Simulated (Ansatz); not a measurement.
Relaxed-ion elastic tensor of SrTiO$_{3}$ (cubic perovskite, Pm-3m) in GPa (Voigt order), DFT-r²SCAN in the program Ansatz with PAW potentials; density 5.11 g/cm³, 11.93 Å³ per atom.

```
352  108  108  0.0  0.0  0.0
108  352  108  0.0  0.0  0.0
108  108  352  0.0  0.0  0.0
0.0  0.0  0.0  122  0.0  0.0
0.0  0.0  0.0  0.0  122  0.0
0.0  0.0  0.0  0.0  0.0  122
```

Is the crystal mechanically stable?

Yes: the smallest eigenvalue of C is 122 GPa.

Work out the Voigt, Reuss and Hill averages.

K_V = 189, K_R = 189, K_H = 189; G_V = 122, G_R = 122, G_H = 122 GPa.

Give Young's modulus, Poisson's ratio, Pugh's ratio and the universal anisotropy index.

E = 9KG/(3K + G) = 302 GPa; ν = 0.23; K/G = 1.55 (brittle by the Pugh limit of 1.75); A_U = 5G_V/G_R + K_V/K_R − 6 = 0.00.

Estimate the sound speeds and the Debye temperature.

v_l = √((K + 4G/3)/ρ) = 8300 m/s, v_t = √(G/ρ) = 4890 m/s, mean 5420 m/s; Θ = (h/k)(3n/4πV)^(1/3) v_m = 706 K.

Give the Zener ratio and Young's modulus along [100], [110] and [111].

A = 2C44/(C11 − C12) = 1.00; 1/E = S11 − 2(S11 − S12 − S44/2)Γ with Γ = 0, 1/4, 1/3 gives 302, 302, 301 GPa.

Solve the Christoffel equation for the three sound speeds along [100], [110], [111].

Eigenvalues of C_ijkl n_j n_l equal ρv². In km/s, slowest first: [100] 4.89, 4.89, 8.31; [110] 4.89, 4.89, 8.30; [111] 4.89, 4.89, 8.30.

Symmetry was held in the r²SCAN relaxation. At this level the phase is dynamically unstable (imaginary phonons). The run is not spin-polarised.

Potentials: the earlier of the program's two PAW sets.
